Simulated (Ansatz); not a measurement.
The start is a generated trial cell of Cr2N in the CdI2 structure type. Cell shape, volume and atoms are optimised at zero target pressure with PBEsol (plane waves to 420 eV, PAW, scalar-relativistic; Ansatz, an electronic-structure program). The first steps use a coarse 10×10×6 k-mesh.

Starting cell:
```
CELL_PARAMETERS angstrom
      2.67257     0.00000     0.00000
     -1.33628     2.31451     0.00000
      0.00000     0.00000     4.31141
ATOMIC_POSITIONS crystal
  N  0.00000 0.00000 0.00000
  Cr 0.33333 0.66667 0.25200
  Cr 0.66667 0.33333 0.74800
```
Spin-polarised start, with parallel moments on Cr.

```yaml
initial_pressure: "+21 GPa (positive: the cell is compressed)"
outcome: The space group stays P-3m1 (No. 164) (the run could not lower it); the end is anti-CdI2 type, with 3 atoms in the primitive cell
energy_released: 0.05 eV/atom
volume_change: +6.5 %, from 8.89 to 9.47 Å³/atom
band_gap_at_the_end: no gap (metallic)
moments_at_the_end: zero (the starting moments vanished)
optimiser_moves: 18
```

Final structure:

```cif
data_Cr2N
_chemical_formula_sum 'N1 Cr2'
_space_group_name_H-M_alt 'P-3m1'
_space_group_IT_number 164
_space_group_name_Hall '-P 3 2"'
_cell_length_a 2.80209
_cell_length_b 2.80209
_cell_length_c 4.17705
_cell_angle_alpha 90.000
_cell_angle_beta 90.000
_cell_angle_gamma 120.000
loop_
_atom_site_label
_atom_site_type_symbol
_atom_site_symmetry_multiplicity
_atom_site_Wyckoff_symbol
_atom_site_fract_x
_atom_site_fract_y
_atom_site_fract_z
_atom_site_occupancy
N1 N 1 a 0.00000 0.00000 0.00000 1
Cr1 Cr 2 d 0.33333 0.66667 0.24677 1
```

Final values are on a 19×19×11 k-mesh of the relaxed cell. No spin polarisation in the result: the starting moments vanished. The relaxed primitive cell holds an odd number of electrons. A magnetic state may lie lower.

The run could not lose the symmetry of its start: the end is stationary, and may be a saddle point rather than a minimum.

The relaxed structure here is a generated cell of Cr2N: the first start was made by placing the elements on the sites of a structure type, and the end was not matched to a known phase here, so it may be hypothetical.
